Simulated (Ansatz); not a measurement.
Polymorphs of TaAs, each relaxed with PBEsol (plane waves, PAW; program Ansatz):

A: I4_1md
a = b = 3.4287 Å, c = 11.5842 Å, α = β = γ = 90.00°

```
atom  site  symmetry       x       y       z
----  ----  --------  ------  ------  ------
Ta      4a      2mm.  0.0000  0.0000  0.7503
As      4a      2mm.  0.0000  0.0000  0.3323
```

B: CsCl type (Pm-3m)
a = b = c = 3.179 Å, α = β = γ = 90.00°

```
atom  site  symmetry       x       y       z
----  ----  --------  ------  ------  ------
Ta      1a      m-3m  0.0000  0.0000  0.0000
As      1b      m-3m  0.5000  0.5000  0.5000
```

### Question
Put the candidates in order of energy per atom at 0 K, lowest first, for PBEsol.

### Answer
A (+0 meV/atom), B (+263 meV/atom)

Constructed cells (a structure type filled with these elements, in neither database checked): B. Not the usual ambient phase: B. All cells were relaxed under the symmetry of their starts (and spin orders); stability against distortions was not tested throughout. Named crystals with no word on spin ran without spin polarisation. Scalar-relativistic: spin–orbit coupling is off unless named, which matters more the heavier the elements.

Energies hold the estimated change up to a 700 eV cutoff; steps of a few meV lie near the error of the meshes.

Potentials: the earlier of the program's two PAW sets. The files were generated under PBE; for other functionals the program regenerates the frozen cores, and for LDA and PBEsol the local potential too.
